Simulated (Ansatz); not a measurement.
Polymorphs of LiCl, each relaxed with HSE06 in the plane-wave PAW code Ansatz:

A: rock salt (Fm-3m)
a = b = c = 5.114 Å, α = β = γ = 90.00°

| atom | site | symmetry | x | y | z |
|---|---|---|---|---|---|
| Li | 4a | m-3m | 0.0000 | 0.0000 | 0.0000 |
| Cl | 4b | m-3m | 0.5000 | 0.5000 | 0.5000 |

B: wurtzite (P6_3mc)
a = b = 3.903 Å, c = 6.240 Å, α = β = 90.00°, γ = 120.00°

```json
[
 {"atom": "Li", "site": "2b", "symmetry": "3m.", "x": "0.3333", "y": "0.6667", "z": "0.3781"},
 {"atom": "Cl", "site": "2b", "symmetry": "3m.", "x": "0.6667", "y": "0.3333", "z": "0.4969"}
]
```

Rank these by energy per atom at 0 K (lowest first), as HSE06 gives it.

B (+0 meV/atom), A (+23 meV/atom)

Give each one's gap.

A 7.78 eV; B 7.33 eV.

Not the usual ambient phase: B. All cells were relaxed under the symmetry of their starts (and spin orders); stability against distortions was not tested throughout.

Potentials: the later of the program's two PAW sets.
